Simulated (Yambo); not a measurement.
G0W0@LDA for KScS$_{2}$O$_{8}$ (space group C2/m, No. 12) in Yambo. Reference settings: 2×2×1 Γ-centred k mesh, bands 2 to 277 and a 7 Ry block in the screening, 277 bands in G with the Bruneval-Gonze terminator, plasmon pole fitted at 27.2 eV. The LDA gap (-0.5, -0.5, 0) → (-0.5, -0.5, 0) on this mesh is 4.19 eV; G0W0 gaps are taken between the same points.

```tsv
change from the reference	G0W0 gap (-0.5, -0.5, 0) → (-0.5, -0.5, 0) (eV)	shift of the valence edge (eV)
reference settings	8.00	-1.37
4 Ry block	8.12	-1.38
75 bands in W, 75 bands in G, 3 Ry block	8.67	-1.48
111 bands in W, 111 bands in G, 6 Ry block	8.12	-1.23
75 bands in W, 75 bands in G, 6 Ry block	8.35	-1.25
111 bands in W, 111 bands in G, 4 Ry block	8.27	-1.31
111 bands in W, 111 bands in G, 3 Ry block	[?]	-1.41
wavefunctions cut at 20 Ry	7.93	-1.29
```

### Question
Estimate the withheld gaps from the other rows; the computed values follow.

### Answer

- 111 bands in W, 111 bands in G, 3 Ry block, G0W0 gap (-0.5, -0.5, 0) → (-0.5, -0.5, 0) (eV): 8.42

The reference isn't shown to be the converged limit.

Geometry of the Materials Project entry, not relaxed at this level; primitive cell a = b = 5.044 Å, c = 8.183 Å, α = β = 93.94°, γ = 64.31°.

The structure is a Materials Project entry; no match was found in the copy of COD used, and its stability was not checked.

A shift is the quasiparticle energy of the state minus its LDA energy.
